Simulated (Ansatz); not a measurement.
KZnF$_{3}$ (cubic perovskite)

```
KZnF3
1.0
    4.05234     0.00000     0.00000
    0.00000     4.05234     0.00000
    0.00000     0.00000     4.05234
K Zn F
1 1 3
Cartesian
  0.00000   0.00000   0.00000
  2.02617   2.02617   2.02617
  0.00000   2.02617   2.02617
  2.02617   0.00000   2.02617
  2.02617   2.02617   0.00000
```

The slice is a {110} plane (indices of the conventional cell) through the point (0.000, 0.000, 0.000) (fractional), spanned by u = [100] and v = [011] in vectors of this cell: u (4.05 Å) and v (5.73 Å, at 90° to u). It covers one period; positions are fractions (u, v).

Calculation: PBEsol (plane waves to 420 eV, PAW, scalar-relativistic; Ansatz, a first-principles code). k mesh 8×8×8. Near the nuclei the fields are pseudised (PAW); where an atom keeps semicore shells as valence, they peak there. KZnF3 was relaxed with its symmetry unable to fall.

Three fields on this plane, each scaled to ten steps between its own extremes (0 low, 9 high; the total valence density on a logarithmic scale, the potential cut 8 eV below its top; x marks points blanked near nuclei; v = 0 in the bottom row):

Map A
```
|xxx037898730xx|
|xxx058999850xx|
|x0047899987400|
|23568999998653|
|77788888888877|
|99987544457899|
|x987400x004789|
|xxx50xxxxx05xx|
|xxx40xxxxx04xx|
|xxxxxxxxxxxxxx|
|xxx40xxxxx04xx|
|xxx50xxxxx05xx|
|x987400x004789|
|99987544457899|
|77788888888877|
|23568999998653|
|x0047899987400|
|xxx058999850xx|
|xxx037898730xx|
|xxxx2789872xxx|
```

Map B
```
|xxx962000269xx|
|xxx842111248xx|
|x9853222223589|
|66432233322346|
|43322344432233|
|55433456543345|
|x865568x865568|
|xxx77xxxxx77xx|
|xxx98xxxxx89xx|
|xxxxxxxxxxxxxx|
|xxx98xxxxx89xx|
|xxx77xxxxx77xx|
|x865568x865568|
|55433456543345|
|43322344432233|
|66432233322346|
|x9853222223589|
|xxx842111248xx|
|xxx962000269xx|
|xxxx6200026xxx|
```

Map C
```
|xxx940000049xx|
|xxx810000018xx|
|x9820000000289|
|43100000000013|
|00000000000000|
|21000000000001|
|x741011x110147|
|xxx21xxxxx12xx|
|xxx31xxxxx13xx|
|xxxxxxxxxxxxxx|
|xxx31xxxxx13xx|
|xxx21xxxxx12xx|
|x741011x110147|
|21000000000001|
|00000000000000|
|43100000000013|
|x9820000000289|
|xxx810000018xx|
|xxx940000049xx|
|xxxx5000005xxx|
```

Q: Assign the maps to these fields: electron localisation function (ELF); valence electron density; electrostatic potential energy of an electron, from the cell's mean.

A: A is the electrostatic potential energy of an electron, from the cell's mean; B is the valence electron density; C is the electron localisation function (ELF).
